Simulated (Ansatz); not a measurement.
Consider the following.

ZnRh:
```yaml
crystal:
  lattice:
    - [2.97320, 0.00000, 0.00000]
    - [0.00000, 2.97320, 0.00000]
    - [0.00000, 0.00000, 2.97320]
  atoms:
    - { symbol: Zn, position: [0.50000, 0.50000, 0.50000] }
    - { symbol: Rh, position: [0.00000, 0.00000, 0.00000] }
```

This is the PBEsol-relaxed structure.

Q: All from the program Ansatz at the PBEsol level (PAW), unless another level is named. Predict the formation energy from the elements (no fitted shifts).

A: -0.37 eV/atom.

Q: What about the density of states at the Fermi level?

A: 0.54 states/eV per atom (mean over ±0.08 eV).

Q: Next, the gap with spin–orbit coupling?

A: none (metallic).

Space group Pm-3m (CsCl type). The workflow started from a Materials Project entry (that database holds measured and hypothetical structures alike); the Crystallography Open Database copy checked does not list it. With Zn and Rh taken as one species the cell has the higher symmetry Im-3m, so it may be an ordered model of a mixed-site phase. Its standing as an ambient phase is unchecked. The cell was relaxed with PBEsol under the symmetry of its start; of distortions, only those at the zone centre were tested. The run is not spin-polarised. The references are the lowest solids computed at this level, not always the standard phases. Scalar-relativistic: spin–orbit coupling is off unless named, which matters more the heavier the elements.

Potentials: the later of the program's two PAW sets.
